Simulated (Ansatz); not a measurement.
Relaxed-ion elastic tensor of MnF2 (rutile, P4_2/mnm) in GPa (Voigt order), PBEsol in the plane-wave PAW code Ansatz; density 4.00 g/cm³, 12.85 Å³ per atom.

```
 163  29.5  78.3   0.0   0.0   0.0
29.5   163  78.3   0.0   0.0   0.0
78.3  78.3   161   0.0   0.0   0.0
 0.0   0.0   0.0  25.8   0.0   0.0
 0.0   0.0   0.0   0.0  25.8   0.0
 0.0   0.0   0.0   0.0   0.0  10.0
```

Is the crystal mechanically stable?

Yes: the smallest eigenvalue of C is 10.0 GPa.

Work out the Voigt, Reuss and Hill averages.

K_V = 95.4, K_R = 93.0, K_H = 94.2; G_V = 32.4, G_R = 22.4, G_H = 27.4 GPa.

Give Young's modulus, Poisson's ratio, Pugh's ratio and the universal anisotropy index.

E = 9KG/(3K + G) = 74.9 GPa; ν = 0.37; K/G = 3.44 (ductile by the Pugh limit of 1.75); A_U = 5G_V/G_R + K_V/K_R − 6 = 2.25.

Estimate the sound speeds and the Debye temperature.

v_l = √((K + 4G/3)/ρ) = 5710 m/s, v_t = √(G/ρ) = 2620 m/s, mean 2950 m/s; Θ = (h/k)(3n/4πV)^(1/3) v_m = 375 K.

The PBEsol relaxation kept the symmetry of its start, as lowered by the spin order; of distortions, only those at the zone centre were tested. Spin order of the final state: antiferromagnetic, chosen from 5 collinear starts compared on coarse meshes (ties went to the first, and starts can fall back to one state), not a proven ground state. No Hubbard U is applied.

Potentials: the later of the program's two PAW sets.
